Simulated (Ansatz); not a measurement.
Relaxed-ion elastic tensor of FeBiO3 (cubic perovskite, space group No. 221) in GPa (Voigt order), DFT-PBEsol in the program Ansatz with PAW potentials; density 9.52 g/cm³, 10.92 Å³ per atom.

|  | 1 | 2 | 3 | 4 | 5 | 6 |
|---|---|---|---|---|---|---|
| 1 | 265 | 144 | 144 | 0.0 | 0.0 | 0.0 |
| 2 | 144 | 265 | 144 | 0.0 | 0.0 | 0.0 |
| 3 | 144 | 144 | 265 | 0.0 | 0.0 | 0.0 |
| 4 | 0.0 | 0.0 | 0.0 | 64.3 | 0.0 | 0.0 |
| 5 | 0.0 | 0.0 | 0.0 | 0.0 | 64.3 | 0.0 |
| 6 | 0.0 | 0.0 | 0.0 | 0.0 | 0.0 | 64.3 |

Question: Is the crystal mechanically stable?

Answer: Yes: the smallest eigenvalue of C is 64.3 GPa.

Question: Work out the Voigt, Reuss and Hill averages.

Answer: K_V = 185, K_R = 185, K_H = 185; G_V = 62.8, G_R = 62.7, G_H = 62.7 GPa.

Question: Give Young's modulus, Poisson's ratio, Pugh's ratio and the universal anisotropy index.

Answer: E = 9KG/(3K + G) = 169 GPa; ν = 0.35; K/G = 2.94 (ductile by the Pugh limit of 1.75); A_U = 5G_V/G_R + K_V/K_R − 6 = 0.00.

Question: Estimate the sound speeds and the Debye temperature.

Answer: v_l = √((K + 4G/3)/ρ) = 5310 m/s, v_t = √(G/ρ) = 2570 m/s, mean 2890 m/s; Θ = (h/k)(3n/4πV)^(1/3) v_m = 387 K.

Question: Give the Zener ratio and Young's modulus along [100], [110] and [111].

Answer: A = 2C44/(C11 − C12) = 1.06; 1/E = S11 − 2(S11 − S12 − S44/2)Γ with Γ = 0, 1/4, 1/3 gives 164, 170, 173 GPa.

Question: Solve the Christoffel equation for the three sound speeds along [100], [110], [111].

Answer: Eigenvalues of C_ijkl n_j n_l equal ρv². In km/s, slowest first: [100] 2.60, 2.60, 5.28; [110] 2.52, 2.60, 5.32; [111] 2.55, 2.55, 5.33.

Space group Pm-3m (cubic perovskite). The start of the workflow was typed in or built on a structure type; neither database checked (COD, Materials Project) lists it. It is not the phase usual at ambient conditions (space group No. 161). The PBEsol relaxation kept the symmetry of its start; its stability against distortions is not shown here. Spin order of the final state: ferromagnetic, chosen from 4 collinear starts compared on coarse meshes (ties went to the first, and starts can fall back to one state), not a proven ground state. No Hubbard U is applied. The compound may be a true metal, but semilocal functionals without U, or a wrong spin order, can also close a gap. As this level gives no gap, shear constants depend on the k-mesh and smearing (Fermi–Dirac, 0.1 eV here). On the denser mesh and wider smearing of the elastic run this cell carries a stress of 0.6 GPa. Scalar-relativistic: spin–orbit coupling is off unless named, which matters more the heavier the elements.

Potentials: the later of the program's two PAW sets.
